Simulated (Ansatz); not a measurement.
## Find the missing element

Cell vectors (Å):

```
2.5886 0.0000 0.0000
0.0000 2.5886 0.0000
0.0000 0.0000 2.5886
```

| atom | a | b | c |
| --- | --- | --- | --- |
| X | 0.0000 | 0.0000 | 0.0000 |
| Ni | 0.5000 | 0.5000 | 0.5000 |

Level of theory: r²SCAN, PAW on Ansatz 0.2.0's default frozen-core files (fitted under PBE), scalar-relativistic. k mesh 18×18×18, strains of ±0.005, Fermi-Dirac smearing of 0.080 eV.

Elastic constants of a crystal by Kohn-Sham DFT: slopes of the stress over finite engineering strains of the given cell, Voigt indices, Cartesian axes as in the cell vectors.

```csv
index,elastic (GPa)
11,244.9
12,172.9
44,155.3
```

Question: All X atoms are one element. Which one was computed?

Answer: Be; the crystal is BeNi (Pm-3m, a database entry that needn't be its stable phase).

Limits of these numbers: frozen-core PAW files fitted under PBE, their cores solved anew for the functional of the run; responses of metals move with mesh and smearing; no spin polarisation, a magnetic state may lie lower.
